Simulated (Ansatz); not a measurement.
Run on fcc Al (100), 5 layers: DFT, LDA, all-electron LAPW, scalar-relativistic (Ansatz 0.2.0).

The slab is cut from a bulk crystal relaxed on PAW files (its atoms may have been relaxed since).

Command: `ansatz run input.yaml --threads 2 --pin off --max-ram 4096MiB --backend cpu --events-out ev --progress --plain --runs-dir out` It took 22 s on 2 threads of Arm Neoverse V1, with other jobs on the host, peak memory 0.39 GiB.

```yaml
crystal:
  lattice:
    - [2.8168288156, 0.0, 0.0]
    - [0.0, 2.8168288156, 0.0]
    - [0.0, 0.0, 23.9672]
  atoms:
    - { symbol: Al, position: [0.0, 0.0, 0.3337896162] }
    - { symbol: Al, position: [0.5, 0.5, 0.4168948079] }
    - { symbol: Al, position: [0.0, 0.0, 0.5] }
    - { symbol: Al, position: [0.5, 0.5, 0.5831051921] }
    - { symbol: Al, position: [0.0, 0.0, 0.6662103838] }
kpoints:
  mp_grid: { grid: [14, 14, 1] }
scf:
  occupations: { method: fermi_dirac, width: 0.08 }
hamiltonian:
  xc: lda
  pseudopotentials: { kind: all_electron, lapw: { basis_error: 0.001 } }
output:
  forces: true
  stress: true
  eigenvalues: true
  populations: true
  dos: { projected: true, de: 0.2, e_range: [-14, 8] }
efield:
  axis: 3
  amplitude: 0
  dipole_correction: true
```

Output:

```
Al: projections on atomic orbitals take those of the free atom 1s2 2s2 2p6 3s2 3p1, of charge +0.00 (hamiltonian.pseudopotentials.projection_atoms)
LAPW: plane waves up to 6.014 Å⁻¹, error target 1.0e-3 eV per atom; small_component_spin mean_spin; Al in spheres of 1.408 Å, 11 of its electrons in bands, Dirac shells [] (how accurate: hamiltonian.pseudopotentials.lapw.basis_error, Limitations)
Engine: ansatz 0.2.0
Pseudopotentials: kind: all_electron
Pseudopotential: Al, LAPW, valence charge 11, lapw/all_electron/scalar/gaussian/Al, Koelling and Harmon's equation, gaussian nucleus
Functional definition: SPW92
  exchange = slater_x
  correlation = pw_c
Crystal: 5 atoms, lattice volume = 190.168 Å³
Basis set: ecut = 137.79754027731974 eV, 697 PW (Γ), exchange–correlation at level 2
Bands: 33, of which v1, the nominal top of the filled ones, is band 28 counted from 1 (27 counted from 0)
Symmetry: 8 space group operations
k-points: 36 of 196
Non-local potential: Al, projectors of the file, none
Initial density: superposition of atomic densities (neutral atoms: chi_scale 0, normalization atom)
Initial wavefunctions: plane waves of lowest kinetic energy (no species holds an atomic orbital)
Functional: x = slater, c = lda
iter 1 solved again at ethr=1.38e-2 eV; its pass at ethr=1.00e-1 eV (dr2=7.61e0 eV) is discarded
SCF iter   1: F=—  HF=-32914.628572 eV  |F-HF|=—  |Δ(HF+E_count)|=         —  Δρ=1.47e-2  dr2=7.63e0  ethr=1.38e-2  p=0.000 e·Å  D=3.12e-14 V/Å  ΔV_dip=-0.00 eV  dr2_dipole=3.83e-22  V_vac-E_F(+/−)=7.03/7.03 eV  ⟨swp⟩=2.2  Hψ=8792  notcnv=0
efield: sawtooth ramp at fractional position 0.9500 (placed from the atoms, in the widest stretch of the axis that holds none; the zero of the levels goes with the place), width 0.1000; the density the first Hamiltonian is built on has a dipole p = 0.000 e·Å; the dipole correction subtracts the counter field D = 4.06e-14 V/Å, which shifts the + side's vacuum level by -0.00 eV against the − side's; the planar-averaged density in the ramp window peaks in size at 6.5e-6 e/Å³
preconditioner: auto → LDOS  [metal: Δε(μ)=0.049 eV  Ē_g=6.987 eV  σ=0.080 eV  W_gap=0.15  n_scr=16 (ndim 8)  ℏωp=10.4 eV  f_vac=0.502  D(μ)=1.97/eV (n_scr^D=10)  β→1.0]
iter 2 solved again at ethr=7.15e-4 eV; its pass at ethr=1.38e-2 eV (dr2=3.93e-1 eV) is discarded
SCF iter   2: F=—  HF=-32913.865648 eV  |F-HF|=—  |Δ(HF+E_count)|=   7.63e-1  Δρ=8.67e-3  dr2=3.94e-1  ethr=7.15e-4  p=-0.000 e·Å  D=-8.77e-11 V/Å  ΔV_dip=0.00 eV  dr2_dipole=3.82e-18  V_vac-E_F(+/−)=4.21/4.21 eV  ⟨swp⟩=2.6  Hψ=6388  notcnv=0  defer=2
SCF iter   3: F=—  HF=-32913.789806 eV  |F-HF|=—  |Δ(HF+E_count)|=         —  Δρ=2.22e-3  dr2=8.95e-2  ethr=7.15e-4  p=-0.000 e·Å  D=-4.20e-8 V/Å  ΔV_dip=0.00 eV  dr2_dipole=1.55e-13  V_vac-E_F(+/−)=4.71/4.71 eV  ⟨swp⟩=3.2  Hψ=3942  notcnv=0
the basis was enlarged: its passes take 164.4 KiB over the memory plan, 2 of 2 planned eigensolver slots
SCF iter   4: F=—  HF=-32913.776501 eV  |F-HF|=—  |Δ(HF+E_count)|=   1.33e-2  Δρ=3.24e-4  dr2=1.27e-3  ethr=1.63e-4  p=-0.000 e·Å  D=-6.90e-9 V/Å  ΔV_dip=0.00 eV  dr2_dipole=6.45e-15  V_vac-E_F(+/−)=4.49/4.49 eV  ⟨swp⟩=2.8  Hψ=3619  notcnv=0
SCF iter   5: F=—  HF=-32913.776290 eV  |F-HF|=—  |Δ(HF+E_count)|=   2.11e-4  Δρ=8.52e-5  dr2=4.69e-5  ethr=2.31e-6  p=-0.000 e·Å  D=-3.32e-9 V/Å  ΔV_dip=0.00 eV  dr2_dipole=1.00e-17  V_vac-E_F(+/−)=4.46/4.46 eV  ⟨swp⟩=3.0  Hψ=3598  notcnv=0
SCF iter   6: F=—  HF=-32913.776291 eV  |F-HF|=—  |Δ(HF+E_count)|=   1.06e-6  Δρ=2.00e-5  dr2=2.24e-6  ethr=8.54e-8  p=0.000 e·Å  D=3.68e-11 V/Å  ΔV_dip=-0.00 eV  dr2_dipole=4.60e-18  V_vac-E_F(+/−)=4.45/4.45 eV  ⟨swp⟩=3.0  Hψ=3624  notcnv=0
SCF iter   7: F=—  HF=-32913.776290 eV  |F-HF|=—  |Δ(HF+E_count)|=   6.16e-7  Δρ=4.38e-6  dr2=2.71e-7  ethr=4.07e-9  p=-0.000 e·Å  D=-1.20e-10 V/Å  ΔV_dip=0.00 eV  dr2_dipole=2.05e-17  V_vac-E_F(+/−)=4.45/4.45 eV  ⟨swp⟩=3.0  Hψ=3624  notcnv=0
SCF iter   8: F=-32913.776290 eV  HF=-32913.776290 eV  |F-HF|=2.09e-8  |Δ(HF+E_count)|=   6.45e-8  Δρ=1.36e-6  dr2=3.45e-8  ethr=4.93e-10  p=0.000 e·Å  D=4.14e-11 V/Å  ΔV_dip=-0.00 eV  dr2_dipole=4.32e-21  V_vac-E_F(+/−)=4.45/4.45 eV  ⟨swp⟩=3.0  Hψ=3642  notcnv=0
SCF 1 converged in 8 iterations: F = -32913.776290 eV  dr2 = 3.45e-8
SCF converged after 8 iterations
Free energy (F): -32913.776290 eV
Harris-Foulkes:  -32913.776290 eV  (|F-HF|=2.09e-8)
Internal energy: -32913.726169 eV  (E = F + TS)
E sigma→0 (E₀):  -32913.751230 eV
Entropy (-TS):   -0.050121 eV (-10.024 meV/atom)
Fermi energy:    1.671549 eV
Dipole field:    D = 0.000000 V/Å  (p = 0.000000 e·Å, saw-weighted, corrected)
Work function:   Φ+ = 4.4479 eV   Φ− = 4.4479 eV
Levels:          The Fermi level and band energies are counted from a zero that moves with the ramp; work functions are not
--- Per-component energies (eV) ---
  E_band       = -2938.602011
  E_kinetic    = 32944.350560
  E_xc         = -2406.421530
  E_efield     = 0.000000  (sawtooth field / dipole correction)
  E_electrostatic = -63451.655199  (all electrons and nuclei)
  E_smearing   = -0.050121  (= −TS)
  E_closure    = 0.000000  (closes the sum)
  E_atoms      = -32893.926504  (free atoms, spherical and without spin; not in F)
  Σ components = -32913.776290   (vs F -32913.776290, Δ=0.00e0)
  Basis errors (estimates in eV, not in F): energy 3.4e-4 per atom: plane waves 3.2e-4 (1.8e-4 summed), levels above the bands 7.5e-13, relativity 4.9e-10, radial functions 1.6e-5, core shells 5.6e-13; eigenvalues (radial functions only) 8.9e-7; not estimated: angular momenta, meshes, grids; target (lapw.basis_error) 1.0e-3; muffin-tin radii Al 1.408 Å
--- Forces (eV/Å), atoms counted from 1 ---
  atom   1  Al     0.00000000     0.00000000    -0.07519236
  atom   2  Al     0.00000000     0.00000000    -0.00063956
  atom   3  Al     0.00000000     0.00000000     0.00000000
  atom   4  Al    -0.00000000     0.00000000     0.00063955
  atom   5  Al    -0.00000000     0.00000000     0.07519237
  max |Σ_I F_I| component: 5.64e-11 eV/Å
--- Stress (GPa, compression-positive) ---
       -1.436439       0.000000      -0.000000
        0.000000      -1.436439       0.000000
       -0.000000       0.000000       0.510198
  P = ⅓ Tr σ = -0.7876 GPa (-7.876 kbar)
--- Band table (eV; the first three rows and the last of 36) ---
  k-point 0: bands = ["-100.8863", "-100.8863", "-100.8475", "-100.8472", "-100.8379", "-63.1112", "-63.1112", "-63.0722", "-63.0722", "-63.0722", "-63.0722", "-63.0556", "-63.0496", "-63.0424", "-63.0424", "-63.0409", "-63.0409", "-63.0355", "-63.0311", "-63.0311", "-9.3796", "-8.4226", "-6.8881", "-4.8558", "-2.3437", "-0.4650", "2.6736", "4.7495", "5.7606", "6.7975", "6.8167", "7.3212", "7.7106"]
  k-point 1: bands = ["-100.8862", "-100.8862", "-100.8474", "-100.8471", "-100.8379", "-63.1112", "-63.1112", "-63.0730", "-63.0730", "-63.0722", "-63.0722", "-63.0554", "-63.0497", "-63.0430", "-63.0423", "-63.0419", "-63.0409", "-63.0353", "-63.0317", "-63.0311", "-9.2848", "-8.3284", "-6.7947", "-4.7635", "-2.2518", "-0.3773", "2.7592", "4.8369", "5.6114", "5.8629", "6.4709", "6.9116", "6.9116"]
  k-point 2: bands = ["-100.8861", "-100.8861", "-100.8472", "-100.8469", "-100.8378", "-63.1110", "-63.1110", "-63.0751", "-63.0751", "-63.0720", "-63.0720", "-63.0547", "-63.0501", "-63.0446", "-63.0443", "-63.0420", "-63.0408", "-63.0351", "-63.0334", "-63.0311", "-9.0008", "-8.0462", "-6.5152", "-4.4869", "-1.9769", "-0.1145", "2.9624", "3.6710", "4.4306", "5.1607", "5.9003", "6.1425", "7.1682"]
  k-point 35: bands = ["-100.8838", "-100.8838", "-100.8447", "-100.8447", "-100.8358", "-63.1082", "-63.1082", "-63.0854", "-63.0854", "-63.0854", "-63.0854", "-63.0566", "-63.0566", "-63.0538", "-63.0538", "-63.0478", "-63.0478", "-63.0429", "-63.0429", "-63.0392", "-1.0064", "-1.0064", "-0.1297", "-0.1297", "0.3405", "0.4352", "1.1016", "1.2914", "1.2914", "1.6104", "2.6394", "3.1484", "3.2075"]
--- Löwdin populations: 5 sites ---
  site symbol       q [e]
     0     Al     12.9584
     1     Al     12.9517
     2     Al     12.9588
     3     Al     12.9517
     4     Al     12.9584
  spilling = 0.003400 (of n_electrons = 65.000000)
```

populations.tsv:

```
# site	symbol	l	j	q
# orbitals = lowdin
# n_electrons = 65.000000
# spilling = 0.003400
# projection_atom_Al: 1s2 2s2 2p6 3s2 3p1
0	Al	0_1S	-	1.999777
0	Al	0_2S	-	1.983898
0	Al	0_3S	-	1.094522
0	Al	1_2P	-	5.996132
0	Al	1_3P	-	1.884025
1	Al	0_1S	-	1.999732
1	Al	0_2S	-	1.980580
1	Al	0_3S	-	0.932846
1	Al	1_2P	-	5.994528
1	Al	1_3P	-	2.044039
2	Al	0_1S	-	1.999733
2	Al	0_2S	-	1.980713
2	Al	0_3S	-	0.947964
2	Al	1_2P	-	5.994483
2	Al	1_3P	-	2.035917
3	Al	0_1S	-	1.999732
3	Al	0_2S	-	1.980580
3	Al	0_3S	-	0.932846
3	Al	1_2P	-	5.994528
3	Al	1_3P	-	2.044039
4	Al	0_1S	-	1.999777
4	Al	0_2S	-	1.983898
4	Al	0_3S	-	1.094522
4	Al	1_2P	-	5.996132
4	Al	1_3P	-	1.884025
```

Next run (atoms relaxed), as changes to the input before:

```diff
   atoms:
-    - { symbol: Al, position: [0.0, 0.0, 0.3337896162] }
-    - { symbol: Al, position: [0.5, 0.5, 0.4168948079] }
-    - { symbol: Al, position: [0.0, 0.0, 0.5] }
-    - { symbol: Al, position: [0.5, 0.5, 0.5831051921] }
-    - { symbol: Al, position: [0.0, 0.0, 0.6662103838] }
+    - { symbol: Al, position: [0.0, 0.0, 0.3311100831] }
+    - { symbol: Al, position: [0.5, 0.5, 0.4153402534] }
+    - { symbol: Al, position: [0.0, 0.0, 0.4999999926] }
+    - { symbol: Al, position: [0.5, 0.5, 0.5846597345] }
+    - { symbol: Al, position: [0.0, 0.0, 0.6688899364] }
 kpoints:
   eigenvalues: true
-  populations: true
-  dos: { projected: true, de: 0.2, e_range: [-14, 8] }
+relax:
+  f_tol: 0.01
+  max_steps: 12
 efield:
```

Results part of the output:

```
SCF converged after 2 iterations
Free energy (F): -32913.781016 eV
Harris-Foulkes:  -32913.781016 eV  (|F-HF|=1.55e-8)
Internal energy: -32913.729988 eV  (E = F + TS)
E sigma→0 (E₀):  -32913.755502 eV
Entropy (-TS):   -0.051028 eV (-10.206 meV/atom)
Fermi energy:    1.689951 eV
Dipole field:    D = 0.000000 V/Å  (p = 0.000000 e·Å, saw-weighted, corrected)
Work function:   Φ+ = 4.4365 eV   Φ− = 4.4365 eV
Levels:          The Fermi level and band energies are counted from a zero that moves with the ramp; work functions are not
--- Per-component energies (eV) ---
  E_band       = -2938.060842
  E_kinetic    = 32942.912250
  E_xc         = -2405.910002
  E_efield     = 0.000000  (sawtooth field / dipole correction)
  E_electrostatic = -63450.732235  (all electrons and nuclei)
  E_smearing   = -0.051028  (= −TS)
  E_closure    = 0.000000  (closes the sum)
  E_atoms      = -32893.926504  (free atoms, spherical and without spin; not in F)
  Σ components = -32913.781016   (vs F -32913.781016, Δ=0.00e0)
  Basis errors (estimates in eV, not in F): energy 3.5e-4 per atom: plane waves 3.3e-4 (1.9e-4 summed), levels above the bands 9.1e-13, relativity 6.9e-10, radial functions 2.1e-5, core shells 1.5e-11; eigenvalues (radial functions only) 4.8e-7; not estimated: angular momenta, meshes, grids; target (lapw.basis_error) 1.0e-3; muffin-tin radii Al 1.366 Å
--- Forces (eV/Å), atoms counted from 1 ---
  atom   1  Al    -0.00000000     0.00000000    -0.00226731
  atom   2  Al     0.00000000     0.00000000     0.00459493
  atom   3  Al    -0.00000000     0.00000000     0.00000022
  atom   4  Al     0.00000000     0.00000000    -0.00459336
  atom   5  Al     0.00000000     0.00000000     0.00226548
  max |Σ_I F_I| component: 4.54e-8 eV/Å
--- Stress (GPa, compression-positive) ---
       -1.801844       0.000000      -0.000000
        0.000000      -1.801844       0.000000
       -0.000000       0.000000       0.003223
  P = ⅓ Tr σ = -1.2002 GPa (-12.002 kbar)
--- Band table (eV; the first three rows and the last of 36) ---
  k-point 0: bands = ["-100.8719", "-100.8671", "-100.8671", "-100.8594", "-100.8593", "-63.0926", "-63.0924", "-63.0784", "-63.0675", "-63.0675", "-63.0614", "-63.0573", "-63.0559", "-63.0559", "-63.0554", "-63.0554", "-63.0510", "-63.0510", "-63.0507", "-63.0507", "-9.2673", "-8.3431", "-6.8507", "-4.8660", "-2.4080", "-0.5280", "2.5349", "4.6678", "5.7332", "6.7576", "6.7994", "7.4424", "7.8372"]
  k-point 1: bands = ["-100.8718", "-100.8671", "-100.8671", "-100.8594", "-100.8592", "-63.0924", "-63.0923", "-63.0783", "-63.0684", "-63.0674", "-63.0614", "-63.0577", "-63.0564", "-63.0558", "-63.0558", "-63.0553", "-63.0516", "-63.0515", "-63.0510", "-63.0507", "-9.1725", "-8.2489", "-6.7574", "-4.7735", "-2.3159", "-0.4401", "2.6217", "4.7557", "5.7260", "5.8399", "6.5548", "6.8763", "6.8940"]
  k-point 2: bands = ["-100.8716", "-100.8669", "-100.8669", "-100.8592", "-100.8591", "-63.0922", "-63.0921", "-63.0781", "-63.0708", "-63.0671", "-63.0619", "-63.0591", "-63.0576", "-63.0567", "-63.0555", "-63.0551", "-63.0535", "-63.0529", "-63.0511", "-63.0508", "-8.8884", "-7.9666", "-6.4776", "-4.4966", "-2.0404", "-0.1768", "2.8536", "3.7569", "4.5087", "5.0872", "5.9458", "6.1148", "7.1281"]
  k-point 35: bands = ["-100.8692", "-100.8646", "-100.8646", "-100.8571", "-100.8571", "-63.0888", "-63.0888", "-63.0815", "-63.0815", "-63.0721", "-63.0701", "-63.0701", "-63.0690", "-63.0690", "-63.0629", "-63.0629", "-63.0623", "-63.0623", "-63.0602", "-63.0601", "-0.8871", "-0.8871", "-0.0415", "-0.0415", "0.4582", "0.5505", "1.2046", "1.3403", "1.3403", "1.6705", "2.7095", "3.1417", "3.2106"]
--- Relaxed structure (2 steps of the walk, 2 accepted, 0 SCFs on fresh bases) ---
  F+E_penalty+E_count = -32913.78101559 eV   max|allowed force component| = 4.595e-3 eV/Å
  atoms:
    - { symbol: Al, position: [0.0, 0.0, 0.3311100831] }
    - { symbol: Al, position: [0.5, 0.5, 0.4153402534] }
    - { symbol: Al, position: [0.0, 0.0, 0.49999999259999994] }
    - { symbol: Al, position: [0.5, 0.5, 0.5846597345] }
    - { symbol: Al, position: [0.0, 0.0, 0.6688899364] }
```

Next run (field of 0.5 V/Å along the normal), as changes to the input before:

```diff
   eigenvalues: true
-relax:
-  f_tol: 0.01
-  max_steps: 12
 efield:
   axis: 3
-  amplitude: 0
+  amplitude: 0.5
   dipole_correction: true
```

Results part of the output:

```
SCF 1 converged in 8 iterations: F = -32913.843570 eV  dr2 = 2.09e-8
SCF converged after 8 iterations
Free energy (F): -32913.843570 eV
Harris-Foulkes:  -32913.843570 eV  (|F-HF|=2.94e-9)
Internal energy: -32913.792548 eV  (E = F + TS)
E sigma→0 (E₀):  -32913.818059 eV
Entropy (-TS):   -0.051021 eV (-10.204 meV/atom)
Fermi energy:    1.677113 eV
Dipole field:    D = 0.237970 V/Å  (p = 0.250092 e·Å, saw-weighted, corrected)
Work function:   not extracted (applied field tilts the vacuum); planar V_es + V_field profile in the machine report
Levels:          The Fermi level and band energies are counted from a zero that moves with the ramp; work functions are not
--- Per-component energies (eV) ---
  E_band       = -2938.798321
  E_kinetic    = 32942.900384
  E_xc         = -2405.904283
  E_efield     = -0.095279  (sawtooth field / dipole correction)
  E_electrostatic = -63450.693370  (all electrons and nuclei)
  E_smearing   = -0.051021  (= −TS)
  E_closure    = 0.000000  (closes the sum)
  E_atoms      = -32893.926504  (free atoms, spherical and without spin; not in F)
  Σ components = -32913.843570   (vs F -32913.843570, Δ=0.00e0)
  Basis errors (estimates in eV, not in F): energy 3.4e-4 per atom: plane waves 3.2e-4 (1.8e-4 summed), levels above the bands 9.1e-13, relativity 4.9e-10, radial functions 1.8e-5, core shells 1.9e-11; eigenvalues (radial functions only) 7.6e-7; not estimated: angular momenta, meshes, grids; target (lapw.basis_error) 1.0e-3; muffin-tin radii Al 1.408 Å
--- Forces (eV/Å), atoms counted from 1 ---
  atom   1  Al     0.00000000     0.00000000     0.00098519
  atom   2  Al     0.00000000     0.00000000    -0.00148902
  atom   3  Al    -0.00000000     0.00000000    -0.00435580
  atom   4  Al    -0.00000000     0.00000000    -0.00987704
  atom   5  Al    -0.00000000     0.00000000     0.01474897
  max |Σ_I F_I| component: 1.23e-5 eV/Å
--- Stress (GPa, compression-positive) ---
       -1.747560       0.000000      -0.000000
        0.000000      -1.747560       0.000000
       -0.000000       0.000000       0.035988
  P = ⅓ Tr σ = -1.1530 GPa (-11.530 kbar)
--- Band table (eV; the first three rows and the last of 36) ---
  k-point 0: bands = ["-100.8881", "-100.8852", "-100.8750", "-100.8728", "-100.8716", "-63.1149", "-63.0989", "-63.0916", "-63.0808", "-63.0808", "-63.0746", "-63.0740", "-63.0740", "-63.0705", "-63.0687", "-63.0687", "-63.0648", "-63.0648", "-63.0598", "-63.0598", "-9.2803", "-8.3562", "-6.8637", "-4.8787", "-2.4210", "-0.5411", "2.5014", "4.2833", "5.1274", "6.3594", "7.3158", "7.4294", "7.8241"]
  k-point 1: bands = ["-100.8880", "-100.8851", "-100.8749", "-100.8728", "-100.8715", "-63.1148", "-63.0988", "-63.0915", "-63.0818", "-63.0808", "-63.0755", "-63.0740", "-63.0738", "-63.0707", "-63.0692", "-63.0686", "-63.0655", "-63.0648", "-63.0604", "-63.0598", "-9.1855", "-8.2620", "-6.7703", "-4.7862", "-2.3289", "-0.4532", "2.5885", "4.3760", "5.2152", "5.7241", "6.4436", "6.5742", "7.4138"]
  k-point 2: bands = ["-100.8878", "-100.8849", "-100.8747", "-100.8727", "-100.8714", "-63.1146", "-63.0984", "-63.0914", "-63.0841", "-63.0805", "-63.0775", "-63.0739", "-63.0737", "-63.0714", "-63.0702", "-63.0684", "-63.0673", "-63.0648", "-63.0622", "-63.0597", "-8.9015", "-7.9797", "-6.4906", "-4.5094", "-2.0533", "-0.1898", "2.8227", "3.7402", "4.4771", "4.7113", "5.5227", "5.9331", "6.7366"]
  k-point 35: bands = ["-100.8856", "-100.8825", "-100.8715", "-100.8715", "-100.8693", "-63.1116", "-63.0948", "-63.0948", "-63.0946", "-63.0875", "-63.0875", "-63.0855", "-63.0821", "-63.0821", "-63.0769", "-63.0769", "-63.0742", "-63.0727", "-63.0720", "-63.0720", "-0.9002", "-0.9002", "-0.0545", "-0.0545", "0.4451", "0.5374", "1.1915", "1.3273", "1.3273", "1.6574", "2.6966", "3.1287", "3.1979"]
```

The cell is 1×1, so reconstructions are forbidden, and in slabs of four or five layers the relaxations can be far larger than at a real surface.
